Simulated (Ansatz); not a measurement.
**Profile along the Ce–Ce line in Ce (fcc, Cu type)**

Ce (fcc, Cu type)

```xyz
1
Lattice="0.0000 2.3658 2.3658 2.3658 0.0000 2.3658 2.3658 2.3658 0.0000" Properties=species:S:1:pos:R:3 pbc="T T T"
Ce     0.0000     0.0000     0.0000
```

Fields along a shortest Ce–Ce line of a {100} plane (3.35 Å), from Ce to Ce, interpolated on the slice's grid (step about 0.1 Å). The numbers are results of PBE (plane waves to 420 eV, PAW, scalar-relativistic; Ansatz, a program for electronic structure), not measurements. k mesh 17×17×17. Inside the PAW spheres the values are not all-electron values, and peaks at nuclei hang on which shells count as valence. Ce is run without spin polarisation. Ce was relaxed with its symmetry unable to fall. The PAW data are Ansatz's earlier set. The relaxed volume of Ce is well below the measured one. The f-shell state is unchecked: a lower one may exist.

```
distance from Ce (Å)  valence electron density (e/Å³)  electron localisation function
--------------------  -------------------------------  ------------------------------
0.00                                             2.22                               x
0.34                                             2.39                               x
0.67                                             1.91                            0.77
1.01                                             0.78                            0.63
1.34                                             0.25                            0.19
1.68                                             0.16                            0.10
2.01                                             0.25                            0.19
2.35                                             0.78                            0.63
2.68                                             1.91                            0.77
3.02                                             2.39                               x
3.35                                             2.22                               x
```

x: too close to a nucleus for the ELF to mean much.

Density on the Ce–Ce line (3.35 Å) at its midpoint: 0.16 e/Å³. ELF at that point: 0.10.
